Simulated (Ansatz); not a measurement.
## Ag (fcc type) under strong compression

```xyz
1
Lattice="0.0000 2.0010 2.0010 2.0010 0.0000 2.0010 2.0010 2.0010 0.0000" Properties=species:S:1:pos:R:3 pbc="T T T"
Ag    0.0000    0.0000    0.0000
```

The cell comes from a relaxation on PAW files under the same functional.

Its volume is scaled at fixed shape and fractional positions.

All numbers are LDA results (scalar-relativistic) from Ansatz 0.2.0, with a Γ-centred 18×18×18 k mesh, Fermi–Dirac smearing of 0.08 eV, no spin polarisation. Methods: LAPW: all electrons, basis error target 1 meV/atom; PAW: frozen-core files, cutoff 420 eV; crystal datasets: all electrons, by PAW datasets that the program makes for each cell; norm-conserving: pseudopotentials, cutoff 1170 eV; PAW (cutoff 250 eV): frozen-core files, cutoff 250 eV.

Energies are extrapolated to zero smearing and count from the unscaled cell; pressure is positive in compression; gaps take the mesh and a band path. No temperature or zero-point motion is included.

The PAW files were made under PBE.

```json
{"V/V0": "1.00", "V (Å³/atom)": "16.02", "P LAPW (GPa)": "-0.01", "ΔE LAPW (eV/atom)": "0.000", "P PAW − LAPW (GPa)": "-0.01", "ΔE PAW − LAPW (meV/atom)": "0.0"}
{"V/V0": "0.94", "V (Å³/atom)": "15.06", "P LAPW (GPa)": "?", "ΔE LAPW (eV/atom)": "?", "P PAW − LAPW (GPa)": "?", "ΔE PAW − LAPW (meV/atom)": "?"}
{"V/V0": "0.88", "V (Å³/atom)": "14.10", "P LAPW (GPa)": "25.4", "ΔE LAPW (eV/atom)": "0.133", "P PAW − LAPW (GPa)": "-0.04", "ΔE PAW − LAPW (meV/atom)": "-0.2"}
{"V/V0": "0.80", "V (Å³/atom)": "12.82", "P LAPW (GPa)": "57.6", "ΔE LAPW (eV/atom)": "0.453", "P PAW − LAPW (GPa)": "-0.07", "ΔE PAW − LAPW (meV/atom)": "-0.6"}
{"V/V0": "0.72", "V (Å³/atom)": "11.54", "P LAPW (GPa)": "113.0", "ΔE LAPW (eV/atom)": "1.115", "P PAW − LAPW (GPa)": "-0.14", "ΔE PAW − LAPW (meV/atom)": "-1.4"}
{"V/V0": "0.64", "V (Å³/atom)": "10.25", "P LAPW (GPa)": "210.5", "ΔE LAPW (eV/atom)": "2.371", "P PAW − LAPW (GPa)": "-0.22", "ΔE PAW − LAPW (meV/atom)": "-2.8"}
{"V/V0": "0.55", "V (Å³/atom)": "8.81", "P LAPW (GPa)": "419.9", "ΔE LAPW (eV/atom)": "5.098", "P PAW − LAPW (GPa)": "-0.37", "ΔE PAW − LAPW (meV/atom)": "-5.4"}
{"V/V0": "0.45", "V (Å³/atom)": "7.21", "P LAPW (GPa)": "935.4", "ΔE LAPW (eV/atom)": "11.503", "P PAW − LAPW (GPa)": "-0.58", "ΔE PAW − LAPW (meV/atom)": "-10.4"}
```

**Question.** Fit the Vinet equation to the LAPW pressures shown (residuals weighted by 1/(|P| + 0.03·Pmax)), and predict the pressure of the withheld row.

**Answer.** The fit gives V0 = 16.03 Å³/atom, B0 = 133 GPa and B0′ = 6.03. At 15.06 Å³/atom, x = (V/V0)^(1/3) = 0.9794, and P = 3·B0·(1 − x)/x²·exp[1.5·(B0′ − 1)·(1 − x)] = 10.03 GPa. The run itself gave 10.23 GPa (-1.9 % off) and ΔE = 0.029 eV/atom.

**Question.** From the table, what is the rise of the enthalpy H = E + pV up to the last row, and how stiff is the crystal between the last two rows?

**Answer.** ΔH = 11.503 eV + (935.4 GPa × 7.21 Å³ + 0.01 GPa × 16.02 Å³) × 0.006242 eV/(GPa·Å³) = 53.60 eV/atom, of which pV makes 79 %. The mean bulk modulus there is −ΔP/Δln V = 2570 GPa.

**Question.** At the smallest volume, how far do crystal datasets and norm-conserving and PAW (cutoff 250 eV) lie from LAPW in pressure?

**Answer.** crystal datasets: 0.00 GPa; norm-conserving: +9.71 GPa; PAW (cutoff 250 eV): +25.81 GPa, on a LAPW pressure of 935.4 GPa.

**Question.** How do the Löwdin populations by LAPW change from the unscaled cell to the last row?

**Answer.** Ag 4s 1.99 → 1.94 electrons an atom. These are projections on the shells that the free atoms fill; 0.13 e a cell lies outside them at the start and 0.17 e at the end.
